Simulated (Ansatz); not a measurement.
NiTe2 (CdI2 type, P-3m1), plane-wave PAW r²SCAN (Ansatz code), all energies at zero smearing, with the estimated change up to a 700 eV cutoff added, with one set of potentials and settings (totals compare only within such a set). Cell of 3 atoms (1 Ni, 2 Te): -19835.616 eV.

| element | reference phase | E (eV/atom) |
|---|---|---|
| Ni | Fm-3m, 1 atoms in the cell, spin-polarised | -5845.2912 |
| Te | P3_121, 3 atoms in the cell | -6994.8235 |

Formation energy per atom, worked out: (-19835.616 − 1×(-5845.2912) − 2×(-6994.8235))/3 = -0.226 eV/atom (-22 kJ per mol of atoms), at 0 K, without zero-point energy or fitted corrections.

The workflow started from a Materials Project entry (that database holds measured and hypothetical structures alike); the Crystallography Open Database files this formula in space group No. 164, but the cells were not matched. Its standing as an ambient phase is unchecked. The cell was relaxed with r²SCAN under the symmetry of its start; whether a distortion lowers the energy is not shown. The run is not spin-polarised. A crystal of weakly bound layers computed without a dispersion correction: the cell and the soft elastic constants depend strongly on that. The references are the lowest solids computed at this level, not always the standard phases. Spin–orbit coupling is left out wherever it is not named.

Potentials: the later of the program's two PAW sets.
